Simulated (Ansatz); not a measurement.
Task: Each is relaxed and computed with DFT-r²SCAN in the program Ansatz with PAW potentials. Which is the only metal?
A) CaP, P-62m (Ca on 3g, Ca on 3f, P on 4h, P on 2e)
B) InP, zinc blende
C) RuS2, Pa-3 (Ru on 4a, S on 8c)
D) GdP2Ru2, I4/mmm (Gd on 2a, P on 4e, Ru on 4d)

Result: D, GdP2Ru2, I4/mmm (Gd on 2a, P on 4e, Ru on 4d). GdP2Ru2: metal; CaP: gap 0.61 eV (indirect); InP: gap 1.03 eV (direct); RuS2: gap 0.88 eV (indirect). Caveat: open 4f shells can settle in a state that is not the lowest. Spin orders computed, not proven ground states: GdP2Ru2, I4/mmm (Gd on 2a, P on 4e, Ru on 4d) ferromagnetic. Standing as an ambient phase not checked: GdP2Ru2, I4/mmm (Gd on 2a, P on 4e, Ru on 4d); CaP, P-62m (Ca on 3g, Ca on 3f, P on 4h, P on 2e). All cells were relaxed under the symmetry of their starts (and spin orders); stability against distortions was not tested throughout. Rows with no word on spin ran without spin polarisation. No Hubbard U is applied. Scalar-relativistic: spin–orbit coupling is off unless named, which matters more the heavier the elements.

Potentials: the later of the program's two PAW sets.
